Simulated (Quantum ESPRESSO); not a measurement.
Mg4GaZn2ClS6Se, finding a planted mistake in a log

Computed values, not a measurement. The program is pw.x of Quantum ESPRESSO 7.5 (plane-wave density functional theory). The cell is made up: 15 atoms on a doubled zincblende/diamond lattice with one site empty, with randomly drawn elements, strain and displacements, not relaxed. PseudoDojo standard norm-conserving files (v0.5 for PBE, v0.4.1 for LDA and PBEsol) set the functional; there is no spin polarisation, spin-orbit coupling or dispersion term, and the masses in the input are unused placeholders.

Intended input:

```
&control calculation='scf', pseudo_dir='./dojo.nc.sr.pbe.v0_5.standard.upf', outdir='./o', disk_io='low', tprnfor=.true., tstress=.true. /
&system ibrav=0, nat=15, ntyp=6, nbnd=82, ecutwfc=85.99341389, nosym=.true., tot_charge=0,
 occupations='smearing', smearing='fd', degauss=0.0018374661
/
&electrons conv_thr=7.350e-09, electron_maxstep=60, /
ATOMIC_SPECIES
Cl 1.0 Cl.upf
Ga 1.0 Ga.upf
Mg 1.0 Mg.upf
S 1.0 S.upf
Se 1.0 Se.upf
Zn 1.0 Zn.upf
CELL_PARAMETERS angstrom
5.4592 0.0532 0.0086
0.0532 5.5302 -0.0929
0.0172 -0.1858 10.8319
ATOMIC_POSITIONS angstrom
Mg -0.0265 0.0028 -0.2162
Ga 0.1501 2.8643 2.6111
Mg 2.9402 2.589 -0.0885
Zn 0.0555 -0.049 5.5306
Mg 0.224 2.5629 7.8908
Mg 2.8429 -0.0461 8.1006
Zn 2.8647 2.6302 5.3058
Cl 1.3884 1.3891 1.4799
S 1.3895 3.9256 3.9806
Se 4.2183 1.2888 4.0609
S 4.0627 4.1344 1.2978
S 1.412 1.3503 6.6513
S 1.3811 3.8569 9.436
S 4.2191 1.2721 9.4723
S 3.9928 3.9922 6.7637
K_POINTS automatic
4 4 2 1 1 1
```

The log is shortened where brackets say so; the opening notice, blank lines, dates and the lines on written files are dropped, and the path of the files is cut. It prints rydbergs, bohrs and kilobars, and counts compression as positive stress. Where no state is partly filled, the Fermi energy that it prints is only some level between the filled and the empty states on the mesh, and need not lie in the true gap.

Log of the intended run:

```
     Program PWSCF v.7.5
     Parallel version (MPI & OpenMP), running on       4 processor cores
     Number of MPI processes:                 4
     Threads/MPI process:                     1
     [start-up lines left out]
     bravais-lattice index     =            0
     lattice parameter (alat)  =      10.3169  a.u.
     unit-cell volume          =    2205.9918 (a.u.)^3
     number of atoms/cell      =           15
     number of atomic types    =            6
     number of electrons       =       152.00
     number of Kohn-Sham states=           82
     kinetic-energy cutoff     =      85.9934  Ry
     charge density cutoff     =     343.9737  Ry
     scf convergence threshold =      7.3E-09
     mixing beta               =       0.7000
     number of iterations used =            8  plain     mixing
     Exchange-correlation= PBE
                           (   1   4   3   4   0   0   0)
     [axes and pseudopotential details left out]
   Cartesian axes
     site n.     atom                  positions (alat units)
         1        Mg     tau(   1) = (  -0.0048540   0.0005129  -0.0396009  )
         2        Ga     tau(   2) = (   0.0274935   0.5246484   0.4782702  )
         3        Mg     tau(   3) = (   0.5385508   0.4742222  -0.0162104  )
         4        Zn     tau(   4) = (   0.0101658  -0.0089752   1.0130295  )
         5        Mg     tau(   5) = (   0.0410297   0.4694415   1.4453428  )
         6        Mg     tau(   6) = (   0.5207286  -0.0084440   1.4837715  )
         7        Zn     tau(   7) = (   0.5247217   0.4817687   0.9718533  )
         8        Cl     tau(   8) = (   0.2543106   0.2544388   0.2710705  )
         9        S      tau(   9) = (   0.2545121   0.7190447   0.7291189  )
        10        Se     tau(  10) = (   0.7726580   0.2360670   0.7438273  )
        11        S      tau(  11) = (   0.7441570   0.7572902   0.2377156  )
        12        S      tau(  12) = (   0.2586334   0.2473319   1.2183060  )
        13        S      tau(  13) = (   0.2529735   0.7064610   1.7283742  )
        14        S      tau(  14) = (   0.7728045   0.2330081   1.7350232  )
        15        S      tau(  15) = (   0.7313536   0.7312437   1.2388941  )
     number of k points=    16  Fermi-Dirac smearing, width (Ry)=  0.0018
                       cart. coord. in units 2pi/alat
        k(    1) = (   0.1235926   0.1243615   0.1279413), wk =   0.1250000
        k(    2) = (   0.1240311   0.1201226  -0.1241408), wk =   0.1250000
     [further k points left out]
     Dense  grid:   237669 G-vectors     FFT dimensions: (  64,  64, 125)
     Estimated max dynamical RAM per process >     619.47 MB
     Estimated total dynamical RAM >       2.25 GB
     Initial potential from superposition of free atoms
     starting charge     151.9936, renormalised to     152.0000
     Starting wfcs are   86 randomized atomic wfcs
     total cpu time spent up to now is        5.8 secs
     per-process dynamical memory:   415.3 Mb
     Self-consistent Calculation
     iteration #  1     ecut=    85.99 Ry     beta= 0.70
     Davidson diagonalization with overlap
     ethr =  1.00E-02,  avg # of iterations =  5.9
     Threshold (ethr) on eigenvalues was too large:
     Diagonalizing with lowered threshold
     Davidson diagonalization with overlap
     ethr =  6.61E-04,  avg # of iterations =  1.6
     total cpu time spent up to now is       31.2 secs
     total energy              =   -1872.26834353 Ry
     estimated scf accuracy    <       0.97428601 Ry
     iteration #  2     ecut=    85.99 Ry     beta= 0.70
     Davidson diagonalization with overlap
     ethr =  6.41E-04,  avg # of iterations =  5.4
     total cpu time spent up to now is       45.7 secs
     total energy              =   -1872.52771230 Ry
     estimated scf accuracy    <       0.37291350 Ry
     [iterations 3 to 9 left out]
     iteration # 10     ecut=    85.99 Ry     beta= 0.70
     Davidson diagonalization with overlap
     ethr =  2.53E-10,  avg # of iterations =  2.8
     total cpu time spent up to now is      160.1 secs
     total energy              =   -1872.61232198 Ry
     estimated scf accuracy    <       0.00000003 Ry
     iteration # 11     ecut=    85.99 Ry     beta= 0.70
     Davidson diagonalization with overlap
     ethr =  2.13E-11,  avg # of iterations =  3.0
     total cpu time spent up to now is      178.5 secs
     End of self-consistent calculation
     [lines on levels left out]
     the Fermi energy is     6.5480 ev
!    total energy              =   -1872.61232199 Ry
     estimated scf accuracy    <          4.4E-09 Ry
     smearing contrib. (-TS)   =      -0.00000000 Ry
     internal energy E=F+TS    =   -1872.61232199 Ry
     The total energy is F=E-TS. E is the sum of the following terms:
     one-electron contribution =   -1618.30631396 Ry
     hartree contribution      =     833.89490173 Ry
     xc contribution           =    -291.11602984 Ry
     ewald contribution        =    -797.08487992 Ry
     convergence has been achieved in  11 iterations
     Forces acting on atoms (cartesian axes, Ry/au):
     atom    1 type  3   force =     0.00805964   -0.05354311    0.08609094
     atom    2 type  2   force =    -0.09989466    0.00967041    0.02193955
     atom    3 type  3   force =    -0.07374250    0.08180690    0.06994677
     atom    4 type  6   force =    -0.00710608   -0.04625198   -0.02116975
     atom    5 type  3   force =    -0.09456376    0.07139802    0.05586196
     atom    6 type  3   force =    -0.05322662    0.00252784    0.01466068
     atom    7 type  6   force =    -0.02684828    0.02428340   -0.00650159
     atom    8 type  1   force =     0.02388197   -0.03792464   -0.03757852
     atom    9 type  4   force =     0.03715548    0.05486366    0.04050244
     atom   10 type  5   force =     0.00547057   -0.01378746   -0.06661642
     atom   11 type  4   force =     0.04273380    0.00179349    0.01518873
     atom   12 type  4   force =     0.08712495   -0.08558358   -0.03980205
     atom   13 type  4   force =     0.05660250    0.01054730   -0.00358628
     atom   14 type  4   force =     0.03608202   -0.01304810   -0.09772276
     atom   15 type  4   force =     0.05827098   -0.00675214   -0.03121369
     Total force =     0.336987     Total SCF correction =     0.000261
     Computing stress (Cartesian axis) and pressure
          total   stress  (Ry/bohr**3)                   (kbar)     P=       67.85
   0.00047455  -0.00025952  -0.00010208           69.81      -38.18      -15.02
  -0.00025952   0.00047505   0.00041709          -38.18       69.88       61.36
  -0.00010208   0.00041709   0.00043417          -15.02       61.36       63.87
     init_run     :      5.39s CPU      5.63s WALL (       1 calls)
     electrons    :    170.12s CPU    172.75s WALL (       1 calls)
     forces       :      2.36s CPU      2.40s WALL (       1 calls)
     stress       :      6.97s CPU      7.11s WALL (       1 calls)
     [timing details left out]
     PWSCF        :   3m 5.03s CPU   3m 8.18s WALL
     JOB DONE.
```

A second run was made from an input with one planted mistake. Its log:

```
     Program PWSCF v.7.5
     Parallel version (MPI & OpenMP), running on       4 processor cores
     Number of MPI processes:                 4
     Threads/MPI process:                     1
     [start-up lines left out]
     bravais-lattice index     =            0
     lattice parameter (alat)  =      10.3169  a.u.
     unit-cell volume          =    2205.9918 (a.u.)^3
     number of atoms/cell      =           15
     number of atomic types    =            6
     number of electrons       =       152.00
     number of Kohn-Sham states=           82
     kinetic-energy cutoff     =      64.3848  Ry
     charge density cutoff     =     257.5392  Ry
     scf convergence threshold =      7.3E-09
     mixing beta               =       0.7000
     number of iterations used =            8  plain     mixing
     Exchange-correlation= PBE
                           (   1   4   3   4   0   0   0)
     [axes and pseudopotential details left out]
   Cartesian axes
     site n.     atom                  positions (alat units)
         1        Mg     tau(   1) = (  -0.0048540   0.0005129  -0.0396009  )
         2        Ga     tau(   2) = (   0.0274935   0.5246484   0.4782702  )
         3        Mg     tau(   3) = (   0.5385508   0.4742222  -0.0162104  )
         4        Zn     tau(   4) = (   0.0101658  -0.0089752   1.0130295  )
         5        Mg     tau(   5) = (   0.0410297   0.4694415   1.4453428  )
         6        Mg     tau(   6) = (   0.5207286  -0.0084440   1.4837715  )
         7        Zn     tau(   7) = (   0.5247217   0.4817687   0.9718533  )
         8        Cl     tau(   8) = (   0.2543106   0.2544388   0.2710705  )
         9        S      tau(   9) = (   0.2545121   0.7190447   0.7291189  )
        10        Se     tau(  10) = (   0.7726580   0.2360670   0.7438273  )
        11        S      tau(  11) = (   0.7441570   0.7572902   0.2377156  )
        12        S      tau(  12) = (   0.2586334   0.2473319   1.2183060  )
        13        S      tau(  13) = (   0.2529735   0.7064610   1.7283742  )
        14        S      tau(  14) = (   0.7728045   0.2330081   1.7350232  )
        15        S      tau(  15) = (   0.7313536   0.7312437   1.2388941  )
     number of k points=    16  Fermi-Dirac smearing, width (Ry)=  0.0018
                       cart. coord. in units 2pi/alat
        k(    1) = (   0.1235926   0.1243615   0.1279413), wk =   0.1250000
        k(    2) = (   0.1240311   0.1201226  -0.1241408), wk =   0.1250000
     [further k points left out]
     Dense  grid:   153969 G-vectors     FFT dimensions: (  54,  54, 108)
     Estimated max dynamical RAM per process >     402.65 MB
     Estimated total dynamical RAM >       1.46 GB
     Check: negative core charge=   -0.000005
     Initial potential from superposition of free atoms
     starting charge     151.9936, renormalised to     152.0000
     Starting wfcs are   86 randomized atomic wfcs
     total cpu time spent up to now is        3.2 secs
     per-process dynamical memory:   260.2 Mb
     Self-consistent Calculation
     iteration #  1     ecut=    64.38 Ry     beta= 0.70
     Davidson diagonalization with overlap
     ethr =  1.00E-02,  avg # of iterations =  6.2
     Threshold (ethr) on eigenvalues was too large:
     Diagonalizing with lowered threshold
     Davidson diagonalization with overlap
     ethr =  6.68E-04,  avg # of iterations =  1.7
     total cpu time spent up to now is       16.2 secs
     total energy              =   -1872.11506769 Ry
     estimated scf accuracy    <       0.98574326 Ry
     iteration #  2     ecut=    64.38 Ry     beta= 0.70
     Davidson diagonalization with overlap
     ethr =  6.49E-04,  avg # of iterations =  4.6
     total cpu time spent up to now is       23.5 secs
     total energy              =   -1872.37833239 Ry
     estimated scf accuracy    <       0.38017302 Ry
     [iterations 3 to 9 left out]
     iteration # 10     ecut=    64.38 Ry     beta= 0.70
     Davidson diagonalization with overlap
     ethr =  2.52E-10,  avg # of iterations =  2.5
     total cpu time spent up to now is       80.4 secs
     total energy              =   -1872.46439713 Ry
     estimated scf accuracy    <       0.00000003 Ry
     iteration # 11     ecut=    64.38 Ry     beta= 0.70
     Davidson diagonalization with overlap
     ethr =  1.86E-11,  avg # of iterations =  3.9
     total cpu time spent up to now is       87.6 secs
     End of self-consistent calculation
     [lines on levels left out]
     the Fermi energy is     6.5450 ev
!    total energy              =   -1872.46439714 Ry
     estimated scf accuracy    <          4.8E-09 Ry
     smearing contrib. (-TS)   =      -0.00000000 Ry
     internal energy E=F+TS    =   -1872.46439714 Ry
     The total energy is F=E-TS. E is the sum of the following terms:
     one-electron contribution =   -1617.72017736 Ry
     hartree contribution      =     833.39773816 Ry
     xc contribution           =    -291.05707801 Ry
     ewald contribution        =    -797.08487993 Ry
     convergence has been achieved in  11 iterations
     Forces acting on atoms (cartesian axes, Ry/au):
     atom    1 type  3   force =     0.00849556   -0.05355470    0.08657772
     atom    2 type  2   force =    -0.09997921    0.00969698    0.02190013
     atom    3 type  3   force =    -0.07367041    0.08172239    0.07008830
     atom    4 type  6   force =    -0.00701103   -0.04630638   -0.02093088
     atom    5 type  3   force =    -0.09438529    0.07119484    0.05549536
     atom    6 type  3   force =    -0.05328086    0.00266291    0.01504631
     atom    7 type  6   force =    -0.02676387    0.02442880   -0.00652780
     atom    8 type  1   force =     0.02378214   -0.03799110   -0.03751726
     atom    9 type  4   force =     0.03703933    0.05487230    0.04038021
     atom   10 type  5   force =     0.00518014   -0.01358146   -0.06686678
     atom   11 type  4   force =     0.04264965    0.00186969    0.01534068
     atom   12 type  4   force =     0.08706583   -0.08572935   -0.04007290
     atom   13 type  4   force =     0.05661746    0.01053987   -0.00360812
     atom   14 type  4   force =     0.03606491   -0.01298785   -0.09787979
     atom   15 type  4   force =     0.05819565   -0.00683695   -0.03142519
     Total force =     0.337115     Total SCF correction =     0.000291
     Computing stress (Cartesian axis) and pressure
          total   stress  (Ry/bohr**3)                   (kbar)     P=      -44.66
  -0.00029004  -0.00025816  -0.00010208          -42.67      -37.98      -15.02
  -0.00025816  -0.00029054   0.00041588          -37.98      -42.74       61.18
  -0.00010208   0.00041588  -0.00033023          -15.02       61.18      -48.58
     init_run     :      3.02s CPU      3.15s WALL (       1 calls)
     electrons    :     82.64s CPU     84.35s WALL (       1 calls)
     forces       :      1.47s CPU      1.49s WALL (       1 calls)
     stress       :      4.24s CPU      4.33s WALL (       1 calls)
     [timing details left out]
     PWSCF        :   1m31.50s CPU   1m33.49s WALL
     JOB DONE.
```

Question: what was wrong in the second input?

Answer: the plane-wave cutoff is too low. The input lines that differ, file-writing options aside:

```
- &system ibrav=0, nat=15, ntyp=6, nbnd=82, ecutwfc=85.99341389, nosym=.true., tot_charge=0,
+ &system ibrav=0, nat=15, ntyp=6, nbnd=82, ecutwfc=64.38481245, nosym=.true., tot_charge=0,
```

|  | intended run | run with the mistake |
| --- | --- | --- |
| free energy (eV) | -25478.189 | -25476.176 |
| smearing term -TS (eV) | 0.0000 | 0.0000 |
| pressure (GPa) | 6.79 | -4.47 |
| largest force component (eV/Å) | 2.568 | 2.571 |
| largest change of a force component (eV/Å) |  | 0.013 |
| iterations | 11 | 11 |

For scale, a rerun of the intended cell at a cutoff of 1467 eV and k mesh 6 x 6 x 4 moved values by no more than 0.004 eV in energy, 0.02 GPa in stress and 0.005 eV/Å in force.